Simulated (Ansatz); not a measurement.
BeS:
```cif
data_Be4S4
_chemical_formula_sum 'S4 Be4'
_space_group_name_H-M_alt 'F-43m'
_space_group_IT_number 216
_space_group_name_Hall 'F -4 2 3'
_cell_length_a 4.83798
_cell_length_b 4.83798
_cell_length_c 4.83798
_cell_angle_alpha 90.000
_cell_angle_beta 90.000
_cell_angle_gamma 90.000
loop_
_atom_site_label
_atom_site_type_symbol
_atom_site_symmetry_multiplicity
_atom_site_Wyckoff_symbol
_atom_site_fract_x
_atom_site_fract_y
_atom_site_fract_z
_atom_site_occupancy
S1 S 4 c 0.25000 0.25000 0.25000 1
Be1 Be 4 a 0.00000 0.00000 0.00000 1
```
(The calculation used a cell of 2 atoms; values per cell refer to that cell.)

Relaxed with PBEsol. The program Ansatz at the PBEsol level (PAW) gives a gap of 2.91 eV.

Task: What gap does HSE06 give on the same cell (Ansatz, PAW)?

Result: 4.04 eV, 1.13 eV more. The hybrid was solved on a coarser mesh and at special points; its gap is the smallest among all of these.

```csv
k,v1 PBEsol,c1 PBEsol,v1 HSE06,c1 HSE06
Γ,0.00,5.58,___,___
X,-2.70,2.91,-2.91,4.04
L,-1.05,5.38,___,___
W,-3.44,6.31,___,___
K,-2.24,4.19,___,___
```

Task: Top valence (v1) and lowest conduction level (c1) in eV from each method's valence maximum (which need not be a listed point): supply the withheld HSE06 values.

Result: 
- K, v1 HSE06: -2.41
- K, c1 HSE06: 5.37
- W, v1 HSE06: -3.64
- W, c1 HSE06: 7.57
- L, v1 HSE06: -1.13
- L, c1 HSE06: 6.64
- Γ, v1 HSE06: 0.00
- Γ, c1 HSE06: 6.87

Cost on shared cores: the PBEsol run (SCF on a 10×10×10 mesh, then bands and DOS) roughly 8 core-seconds, the HSE06 run (SCF on 7×7×7, then a few points) roughly 50 core-seconds; the tasks are unlike.

The cell was relaxed with PBEsol under the symmetry of its start.

Potentials: the later of the program's two PAW sets.
